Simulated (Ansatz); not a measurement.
One crystal and one scan (generalised stacking-fault energy along a line) at two levels, PBE (plane waves to 420 eV, PAW, scalar-relativistic; Ansatz, a first-principles code) and r2SCAN (plane waves to 500 eV, PAW, scalar-relativistic; Ansatz), each from its own relaxed cell and on its own mesh. The cell shown is that of PBE.

NaCl (rock salt) is sheared across one {100} plane: the third cell vector gains the shift, so faults repeat every 8.5 Å. The cut lies between planes 2.85 Å apart; the cell height is held.

```
CELL_PARAMETERS angstrom
      4.02735     0.00000     0.00000
      0.00000     4.02735     0.00000
      2.01367     2.01367     8.54329
ATOMIC_POSITIONS crystal
  Cl 0.00000 0.00000 0.83333
  Cl 0.33333 0.33333 0.16667
  Cl 0.66667 0.66667 0.50000
  Na 0.50000 0.50000 0.83333
  Na 0.83333 0.83333 0.16667
  Na 0.16667 0.16667 0.50000
```

In-plane vectors a = (4.027, 0.000) Å, b = (0.000, 4.027) Å, area 16.22 Å². The shift is s times the vector a (length 4.027 Å), so s = 1 restores the start. Atoms relax along the normal only. γ = [E(shift) − E(0)] / area.

Energies are extrapolated to zero smearing. NaCl was relaxed with its symmetry unable to fall. Faults lie only 8.4 Å apart, and holding the cell height raises γ above its relaxed value. Faults lie only 8.5 Å apart, and holding the cell height raises γ above its relaxed value. Both scans cover s from 0.000 to 0.917.

γ (mJ/m²), each from zero shift of its own level:

```json
[
 {"s": "0.000", "PBE": "0", "r2SCAN": "0"},
 {"s": "0.083", "PBE": "23", "r2SCAN": "25"},
 {"s": "0.167", "PBE": "87", "r2SCAN": "95"},
 {"s": "0.250", "PBE": "179", "r2SCAN": "198"},
 {"s": "0.333", "PBE": "273", "r2SCAN": "305"},
 {"s": "0.417", "PBE": "339", "r2SCAN": "withheld"},
 {"s": "0.500", "PBE": "362", "r2SCAN": "410"},
 {"s": "0.583", "PBE": "339", "r2SCAN": "withheld"},
 {"s": "0.667", "PBE": "273", "r2SCAN": "305"},
 {"s": "0.750", "PBE": "179", "r2SCAN": "198"},
 {"s": "0.833", "PBE": "87", "r2SCAN": "95"},
 {"s": "0.917", "PBE": "23", "r2SCAN": "24"}
]
```

Q: Estimate the r2SCAN value at 0.583 from the PBE value there and the ratio of the two levels in the two nearest given rows on that side of the minimum.

A: At 0.500 and 0.667 the ratio r2SCAN/PBE averages 1.125, which gives 1.125 × 339 = 381 mJ/m². The calculation gives 382 mJ/m², +12.7 % against PBE.

(The slope of γ gives the shear force per area between the displaced halves; near zero shift its curvature is an elastic stiffness.)
